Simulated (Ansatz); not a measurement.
NbRh (P4/mmm); total moment held at 0.4 μB.

```yaml
crystal:
  lattice:
    - [2.84200, 0.00000, 0.00000]
    - [0.00000, 2.84200, 0.00000]
    - [0.00000, 0.00000, 3.80900]
  atoms:
    - { symbol: Nb, position: [0.00000, 0.00000, 0.00000] }
    - { symbol: Rh, position: [0.50000, 0.50000, 0.50000] }
```

The source of the geometry is a structure as deposited in COD; atoms and cell stay fixed.

Settings: r²SCAN, 14×14×10 k mesh, Fermi–Dirac smearing of 0.03 eV. PAW means Ansatz 0.2.0 on its default frozen-core files. Site moments are integrated in spheres about the atoms. Start moments (μB): Nb1 0.2, Rh2 0.2.

The self-consistent cycle went as follows.

```json
{"iteration": "1", "Harris–Foulkes energy less the last (meV)": "-737.653", "density residual (eV)": "2.8e+00", "M (μB)": "0.4000", "∫|m| (μB)": "0.4000"}
{"iteration": "2", "Harris–Foulkes energy less the last (meV)": "-236.404", "density residual (eV)": "1.5e+00", "M (μB)": "0.4000", "∫|m| (μB)": "0.4000"}
{"iteration": "3", "Harris–Foulkes energy less the last (meV)": "-25.460", "density residual (eV)": "5.0e-01", "M (μB)": "0.4000", "∫|m| (μB)": "0.4000"}
{"iteration": "4", "Harris–Foulkes energy less the last (meV)": "22.399", "density residual (eV)": "3.9e-02", "M (μB)": "0.4000", "∫|m| (μB)": "0.4000"}
{"iteration": "5", "Harris–Foulkes energy less the last (meV)": "10.516", "density residual (eV)": "9.2e-03", "M (μB)": "0.4000", "∫|m| (μB)": "0.4000"}
{"iteration": "6", "Harris–Foulkes energy less the last (meV)": "0.502", "density residual (eV)": "2.8e-04", "M (μB)": "0.4000", "∫|m| (μB)": "0.4000"}
{"iteration": "7", "Harris–Foulkes energy less the last (meV)": "0.041", "density residual (eV)": "2.5e-05", "M (μB)": "0.4000", "∫|m| (μB)": "0.4000"}
{"iteration": "8", "Harris–Foulkes energy less the last (meV)": "0.008", "density residual (eV)": "4.6e-06", "M (μB)": "0.4000", "∫|m| (μB)": "0.4000"}
{"iteration": "9", "Harris–Foulkes energy less the last (meV)": "0.001", "density residual (eV)": "8.9e-07", "M (μB)": "0.4000", "∫|m| (μB)": "0.4000"}
{"iteration": "10", "Harris–Foulkes energy less the last (meV)": "0.000", "density residual (eV)": "1.1e-07", "M (μB)": "0.4000", "∫|m| (μB)": "0.4000"}
{"iteration": "11", "Harris–Foulkes energy less the last (meV)": "0.000", "density residual (eV)": "1.2e-08", "M (μB)": "0.4000", "∫|m| (μB)": "0.4000"}
{"iteration": "12", "Harris–Foulkes energy less the last (meV)": "0.000", "density residual (eV)": "3.2e-09", "M (μB)": "0.4000", "∫|m| (μB)": "0.4000"}
```

Site moments (μB): Nb1 0.22, Rh2 0.09. Cell moment 0.40 μB.

The PAW files were made with PBE; the program remakes their cores once for the run's functional and then keeps them frozen. The Ansatz runs typed with the search for lower states off end where their start leads. r²SCAN is known to give itinerant transition metals moments and polarisation energies that are too large. The magnetic state is the one that this cell and start allow. It needn't be the compound's measured order, which may need a larger cell or be absent.
